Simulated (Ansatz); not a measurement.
NiSb$_{2}$:
```
NiSb2
1.0
    5.18258     0.00000     0.00000
    0.00000     6.30513     0.00000
    0.00000     0.00000     3.87902
Ni Sb
2 4
Direct
  0.00000   0.00000   0.00000
  0.50000   0.50000   0.50000
  0.22016   0.35991   0.00000
  0.77984   0.64009   0.00000
  0.72016   0.14009   0.50000
  0.27984   0.85991   0.50000
```

Relaxed with r²SCAN. Special points in fractions of this cell's reciprocal vectors: Γ (0.000, 0.000, 0.000); X (0.500, 0.000, 0.000); S (0.500, 0.500, 0.000); Y (0.000, 0.500, 0.000); Z (0.000, 0.000, 0.500); U (0.500, 0.000, 0.500); R (0.500, 0.500, 0.500); T (0.000, 0.500, 0.500).

Problem. List the band energies nearest the Fermi level at these points for plane-wave PAW r²SCAN (Ansatz code).

Solution. In eV from the Fermi level; about four levels below and three above (degenerate sets whole), none deeper than 8.9 eV; points with the same levels are listed once.

```json
[
 {"k": "Γ", "below": "-2.01 -1.77 -1.35 -0.28", "above": "1.39 2.80 2.96"},
 {"k": "X", "below": "-0.07 -0.07 -0.02 -0.02", "above": "2.49 2.49 2.59 2.59"},
 {"k": "S", "below": "-2.36 -2.36 -2.32 -2.32", "above": "0.07 0.07 0.14 0.14"},
 {"k": "Y", "below": "-1.51 -1.51 -0.73 -0.73", "above": "1.38 1.38 3.16 3.16"},
 {"k": "Z", "below": "-1.90 -1.90 -1.63 -1.63", "above": "0.85 0.85 1.27 1.27"},
 {"k": "U", "below": "-1.81 -1.81 -0.37 -0.37", "above": "3.90 3.90 3.94 3.94"},
 {"k": "R", "below": "-2.13 -2.13 -0.42 -0.42", "above": "1.65 1.65 2.30 2.30"},
 {"k": "T", "below": "-1.42 -1.42 -0.68 -0.68", "above": "1.22 1.22 3.30 3.30"}
]
```

Space group Pnnm. The workflow started from an entry of the Crystallography Open Database (COD). Its standing as an ambient phase is unchecked. Symmetry was held in the r²SCAN relaxation; its stability against distortions is not shown here. The workflow began spin-polarised and lost its moments. Spin–orbit coupling is left out wherever it is not named.

Potentials: the later of the program's two PAW sets.
